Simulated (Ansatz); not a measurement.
VBiO4:
```
VBiO4
1.0
    3.80889     2.72136     0.00000
   -3.80889     2.72136     0.00000
   -2.93455     0.00000     4.34792
V Bi O
1 1 4
Direct
  0.36078   0.36078   0.00000
  0.92460   0.92460   0.50000
  0.06198   0.32073   0.66056
  0.73459   0.34741   0.03631
  0.34741   0.73459   0.96369
  0.32073   0.06198   0.33944
```

PBEsol in the plane-wave PAW code Ansatz gives a gap of 2.81 eV without spin–orbit coupling, maximum at Y2, minimum at M2.

Question: What happens when spin–orbit coupling is switched on?

Answer: The gap shrinks by 0.33 eV, to 2.48 eV; maximum off the standard path, at k = (-0.500, -0.500, -0.021), minimum off the standard path, at k = (0.453, -0.453, 0.354).

Space group C2. The workflow started from a Materials Project entry (that database holds measured and hypothetical structures alike); the Crystallography Open Database copy checked does not list it. It is not the phase usual at ambient conditions (space group No. 88). The cell was relaxed with PBEsol under the symmetry of its start; its stability against distortions is not shown here. No spin polarisation was allowed. No Hubbard U is applied.

Potentials: the later of the program's two PAW sets.
